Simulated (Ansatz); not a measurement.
This cell of SiC (zinc blende) is off equilibrium:

```
SiC
1.0
    0.00000     2.22829     2.10945
    2.22829     0.00000     2.10945
    2.22829     2.22829     0.00000
C Si
1 1
Cartesian
  3.34243   3.34243   3.16418
  0.00000   0.00000   0.00000
```

Computed with r2SCAN (plane waves to 500 eV, PAW, scalar-relativistic; Ansatz, a quantum-chemistry and plane-wave program). k mesh 13×13×13 (Γ-centred), Fermi-Dirac smearing 0.05 eV. E stands for the smeared free energy. Stress and pressure are positive under compression. SiC was relaxed with its symmetry unable to fall. The PAW data are Ansatz's earlier set.

### Question
Give the stress tensor in GPa and the pressure.

### Answer
```
   -7.7      0.0      0.0
    0.0     -7.7      0.0
    0.0      0.0      5.9
```
The pressure, a third of the trace, is -3.2 GPa.

### Question
It is the relaxed cell deformed to V/V₀ = 1.013, (c/a)/(c/a)₀ = 0.947, c along z, fractional positions held. What is its energy relative to the relaxed cell?

### Answer
18.2 meV/atom.

(Under strain, the slope of the energy per volume gives the stress and its curvature an elastic modulus.)
